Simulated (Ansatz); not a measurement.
MoS2:
```
MoS2
1.0
    3.14944     0.00000     0.00000
   -1.57472     2.72749     0.00000
    0.00000     0.00000    12.08864
Mo S
2 4
Direct
  0.66667   0.33333   0.25000
  0.33333   0.66667   0.75000
  0.33333   0.66667   0.37952
  0.66667   0.33333   0.62048
  0.66667   0.33333   0.87952
  0.33333   0.66667   0.12048
```

Relaxed with PBE+D3(BJ). Special points in fractions of this cell's reciprocal vectors: Γ (0.000, 0.000, 0.000); M (0.500, 0.000, 0.000); K (0.333, 0.333, 0.000); A (0.000, 0.000, 0.500); L (0.500, 0.000, 0.500); H (0.333, 0.333, 0.500).

Problem. List the band energies nearest the valence-band maximum at these points for the program Ansatz at the PBE+D3(BJ) with spin–orbit coupling level (PAW).

Solution. In eV from the valence-band maximum; about four levels below and three above (degenerate sets whole), none deeper than 8.9 eV; points with the same levels are listed once.

| k | below | above |
|---|---|---|
| Γ | -1.11 -1.11 0.00 0.00 | 2.03 2.03 2.07 2.07 |
| M | -1.47 -1.47 -1.34 -1.34 | 1.59 1.59 1.64 1.64 |
| K | -0.87 -0.87 -0.62 -0.62 | 1.05 1.05 1.05 1.05 |
| A | -0.27 -0.27 -0.27 -0.27 | 2.04 2.04 2.04 2.04 |
| L | -1.41 -1.41 -1.41 -1.41 | 1.61 1.61 1.61 1.61 |
| H | -0.83 -0.83 -0.69 -0.69 | 1.05 1.05 1.05 1.05 |

Space group P6_3/mmc. The cell was relaxed with PBE+D3(BJ) under the symmetry of its start; phonons on a q-mesh show no instability. No spin polarisation was allowed.

Potentials: the later of the program's two PAW sets.
